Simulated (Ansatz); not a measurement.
The start is a generated cell, WC built in the rocksalt structure type. The cell and all atomic positions are relaxed at zero pressure with r2SCAN (plane waves to 500 eV, PAW, scalar-relativistic; Ansatz, a program for electronic structure). The first steps use a coarse 9×9×9 k-mesh.

Initial structure:
```yaml
crystal:
  lattice:
    - [0.00000, 2.29200, 2.29200]
    - [2.29200, 0.00000, 2.29200]
    - [2.29200, 2.29200, 0.00000]
  atoms:
    - { symbol: C, position: [0.00000, 0.00000, 0.00000] }
    - { symbol: W, position: [0.50000, 0.50000, 0.50000] }
```

```yaml
outcome: The space group stays Fm-3m (No. 225) (the run could not lower it); the end is rock salt type, with 2 atoms in the primitive cell
energy_released: 0.23 to 0.25 eV/atom (the two k-meshes of the run give this range)
volume_change: -13.6 %, from 12.04 to 10.40 Å³/atom
Shortest distances (start → end): "The closest pairs of elements (up to four, under 3.6 Å), start → end: C–W 2.29 → 2.18 Å; W–W 3.24 → 3.09 Å; C–C 3.24 → 3.09 Å"
band_gap_at_the_end: no gap (metallic)
optimiser_moves: 5
```

Relaxed structure:

```cif
data_C4W4
_chemical_formula_sum 'C4 W4'
_space_group_name_H-M_alt 'Fm-3m'
_space_group_IT_number 225
_space_group_name_Hall '-F 4 2 3'
_cell_length_a 4.36533
_cell_length_b 4.36533
_cell_length_c 4.36533
_cell_angle_alpha 90.000
_cell_angle_beta 90.000
_cell_angle_gamma 90.000
loop_
_atom_site_label
_atom_site_type_symbol
_atom_site_symmetry_multiplicity
_atom_site_Wyckoff_symbol
_atom_site_fract_x
_atom_site_fract_y
_atom_site_fract_z
_atom_site_occupancy
C1 C 4 a 0.00000 0.00000 0.00000 1
W1 W 4 b 0.50000 0.50000 0.50000 1
```
(The calculation used a cell of 2 atoms; values per cell refer to that cell.)

Final values are on a 18×18×18 k-mesh of the relaxed cell. No spin polarisation in the result.

The run could not lose the symmetry of its start.

All atoms sit on sites fixed by symmetry, so only the cell could relax.

The first start was generated by placing the elements on the sites of a structure type. Materials Project lists a structure of WC in the same space group, Fm-3m (No. 225); the sites were not compared with it, nor with measured phases. Known forms of WC include space group No. 187.
